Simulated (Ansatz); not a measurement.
Mg3CdTe4: rattling a relaxed structure

The structure comes from a generated guess, relaxed at this level; another structure or a mixture of phases may lie lower.

These are results of DFT PBE, scalar-relativistic, plane waves, PAW in Ansatz, not measurements. Plane waves to 420 eV, a k mesh through Γ of 12×12×4 on the computed 8-atom cell and Gaussian smearing (0.02 eV); no spin polarisation.

The cell below (8 atoms, space group P-3m1 (No. 164)) is relaxed within its symmetry.

```cif
data_structure
_symmetry_space_group_name_H-M 'P 1'
_symmetry_Int_Tables_number 1
_cell_length_a 4.2681
_cell_length_b 4.2681
_cell_length_c 13.8543
_cell_angle_alpha 90.000
_cell_angle_beta 90.000
_cell_angle_gamma 120.000
_cell_volume 218.56
loop_
_atom_site_label
_atom_site_type_symbol
_atom_site_fract_x
_atom_site_fract_y
_atom_site_fract_z
_atom_site_occupancy
Mg1 Mg 0.00000 0.00000 0.00000 1
Mg2 Mg 0.00000 0.00000 0.75221 1
Mg3 Mg 0.00000 0.00000 0.24779 1
Cd1 Cd 0.00000 0.00000 0.50000 1
Te1 Te 0.33333 0.66667 0.87641 1
Te2 Te 0.33333 0.66667 0.36979 1
Te3 Te 0.66667 0.33333 0.12359 1
Te4 Te 0.66667 0.33333 0.63021 1
```

For the test it was strained at random (σ = 1.5 % a component), the atoms were moved at random (σ = 0.10 Å), and all was relaxed again on a coarse 6×6×1 mesh (in the run’s order of axes) with 0.10 eV smearing, with no symmetry imposed.

Spin–orbit coupling, which can matter for Te, is left out.

Problem. Is the structure stable against such a distortion?

Solution. It returns, within 1 meV/atom of the unmoved cell on that mesh and with the same symmetry when read at 0.1 Å (P1 at 0.01 Å, so small strains and shifts remain). So it is stable against the distortions that fit this cell and that this random move excites. Modes that don't fit the cell aren't tested.
